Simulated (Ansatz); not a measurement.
# Is this ScTl2PtN3 structure a true minimum?

The cell was found from a proposed guess, not taken from experiment.

Theory: Ansatz, DFT PBE, scalar-relativistic, plane waves, PAW. Cutoff 420 eV; k points 12×12×4 on the computed 7-atom cell (Γ-centred); Gaussian smearing, width 0.01 eV; no spin polarisation.

The cell below (7 atoms, space group P3m1 (No. 156)) is relaxed within its symmetry.

```
CELL_PARAMETERS angstrom
3.30032 0.00000 0.00000
-1.65016 2.85816 0.00000
0.00000 0.00000 11.82041
ATOMIC_POSITIONS crystal
Sc 0.00000 0.00000 0.39242
Tl 0.33333 0.66667 0.85388
Tl 0.66667 0.33333 0.15609
Pt 0.33333 0.66667 0.59925
N 0.33333 0.66667 0.30579
N 0.66667 0.33333 0.51216
N 0.00000 0.00000 0.68041
```

For the test it was strained at random (σ = 1.5 % a component), the atoms were moved at random (σ = 0.15 Å), and all was relaxed again on a coarse 6×6×2 mesh (in the run’s order of axes) with 0.20 eV smearing, with no symmetry imposed.

Weakly bound directions are ill-defined at this level, which has no dispersion term. Spin–orbit coupling, which can matter for Pt and Tl, is left out.

Q: Does it come back?

A: It doesn't return. The energy falls by 11 meV/atom on that mesh, the volume changes by 4.3 %, and the end has space group Cm (No. 8) at a loose tolerance. Relaxed again on a 12×12×4 mesh with 0.10 eV smearing, the new structure lies 8 meV/atom below the first (mesh in the axes of the run's cell; the cell below is made exact in the group named). Space group Cm (No. 8), monoclinic, a = 5.689 Å, b = 3.284 Å, c = 12.446 Å, β = 91.1°. Sc has 3 N at 2.15 Å, 3 N at 2.38 Å, 3 Pt at 3.11 Å, 6 Sc at 3.28 Å, 1 N at 3.39 Å and 3 Tl at 3.40–3.41 Å; around Tl on its first site lies 1 N at 2.36 Å; Pt is surrounded by 6 N at 2.11–2.16 Å and 3 Sc at 3.11 Å; around N on its first site lie 3 Sc at 2.15 Å and 3 Tl at 2.63 Å; 3 more sites not described.

```
Sc Tl Pt N
1.0
     2.84442   -1.64210    0.00000
     2.84442    1.64210    0.00000
    -0.22888    0.00000   12.44387
Sc Tl Pt N
1 2 1 3
Direct
  0.04916 0.04916 0.60563
  0.03989 0.03989 0.14369
  0.72507 0.72507 0.83290
  0.37453 0.37453 0.40760
  0.38579 0.38579 0.68693
  0.71129 0.71129 0.48997
  0.03824 0.03824 0.33328
```
